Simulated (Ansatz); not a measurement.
B$_{2}$W in space group P6/mmm (No. 191; W on 1a, B on 2d) under volume change, the program Ansatz at the PBEsol level (PAW), shape and atoms relaxed at each volume.

| V (Å³/atom) | E − E(relaxed) (meV/atom) | P (GPa) |
|---|---|---|
| 7.898 | 86.5 | 38.51 |
| 8.158 | ___ | ___ |
| 8.418 | 8.6 | 10.86 |
| 8.679 | 0.0 | 0.00 |
| 8.939 | 7.8 | -9.37 |
| 9.199 | 29.8 | -17.44 |
| 9.460 | ___ | ___ |

**Question.** Complete the blanks.

**Answer.** 
- 8.158, E − E(relaxed) (meV/atom): 36.3
- 8.158, P (GPa): 23.60
- 9.460, E − E(relaxed) (meV/atom): 63.9
- 9.460, P (GPa): -24.36

**Question.** What does a third-order Birch–Murnaghan fit give for V₀, B₀ and B′?

**Answer.** V₀ = 8.68 Å³/atom, B₀ = 337 GPa, B′ = 4.1.

The workflow started from an entry of the Crystallography Open Database (COD), which files this formula under 2 space groups. Whether it is the stable phase at ambient conditions was not checked. The PBEsol relaxation kept the symmetry of its start; its stability against distortions is not shown here. The run is not spin-polarised. Scalar-relativistic: spin–orbit coupling is off unless named, which matters more the heavier the elements.

Potentials: the later of the program's two PAW sets.
